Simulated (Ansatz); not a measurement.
SiC:
```
SiC
1.0
    3.06578     0.00000     0.00000
   -1.53289     2.65504     0.00000
    0.00000     0.00000     7.03111
Si C
3 3
Cartesian
  1.53289   0.00000   3.51556
 -0.76644   1.32752   1.17185
  0.76644   1.32752   5.85926
  1.53289   0.00000   0.00000
 -0.76644   1.32752   4.68741
  0.76644   1.32752   2.34370
```

Tensor components refer to the Cartesian frame of this cell.

Problem. Give the high-frequency dielectric tensor and the Born effective charge tensors of the independent atoms from DFPT, DFT-PBEsol in the program Ansatz with PAW potentials.

Solution. 
ε∞:
```
11.3  0.00  0.00
0.00  11.3  0.00
0.00  0.00  11.4
```
Z* of atom 1 (Si), rows: field, columns: displacement, in e:
```
3.16  0.00  0.00
0.00  3.47  0.00
0.00  0.00  3.09
```
Z* of atom 4 (C), rows: field, columns: displacement, in e:
```
-3.20   0.00   0.00
 0.00  -3.43   0.00
 0.00   0.00  -3.09
```

Space group P6_222. The start of the workflow was typed in or built on a structure type; neither database checked (COD, Materials Project) lists it. It is not the phase usual at ambient conditions (space group No. 186, 216). The PBEsol relaxation kept the symmetry of its start; phonons on a q-mesh show no instability. Its formation energy is positive at this level, so the cell may be metastable or incomplete.

Potentials: the later of the program's two PAW sets.
